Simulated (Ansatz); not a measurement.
**Bi$_{2}$W**

```
W Bi
1.0
     0.00000    3.44447    3.44447
     3.44447    0.00000    3.44447
     3.44447    3.44447    0.00000
W Bi
1 2
Direct
  0.00000 0.00000 0.00000
  0.25000 0.25000 0.25000
  0.75000 0.75000 0.75000
```

Atom numbers follow the list: W1, Bi2, Bi3.

Conventional cell: a = 6.889 Å, b = 6.889 Å, c = 6.889 Å, α = 90.00°, β = 90.00°, γ = 90.00°. Around W (atom 1) lie 8 Bi at 2.98 Å. Bi (atom 2) has 4 W at 2.98 Å as nearest neighbours.

The cell was built from the fluorite type and relaxed in the same program, and has space group Fm-3m; it needn't be a known or the stable phase.

No spin–orbit coupling, which matters for the heavy atoms here.

Methods: DFT, PBE, all-electron LAPW, scalar-relativistic (Ansatz 0.2.0); DFT, PBE, PAW with Ansatz's default frozen-core files, scalar-relativistic (Ansatz 0.2.0).

For LAPW: a Γ-centred 10×10×10 k mesh, Fermi–Dirac smearing of 0.08 eV, basis error target 1 meV/atom, no spin polarisation. PAW takes a cutoff of 420 eV at this cell. The Ansatz runs share mesh, smearing and spin set-up. Values come from LAPW unless marked.

```
Band gap                                                                                                               : none: bands cross the Fermi level, a metal
Density of states at the Fermi level (0.2 eV bin)                                                                      : 6.75 states/eV per cell
Löwdin charges (with 0.17 e of the cell spilling out of the atomic basis, so their sizes and signs hang on that basis) : W1 0.09, Bi2 0.04 e
Bader charges (from the PAW run)                                                                                       : W1 +0.06, Bi2 -0.03 e
Volume per atom                                                                                                        : 183.9 bohr³
Pressure at this cell                                                                                                  : 0.1 kbar
```
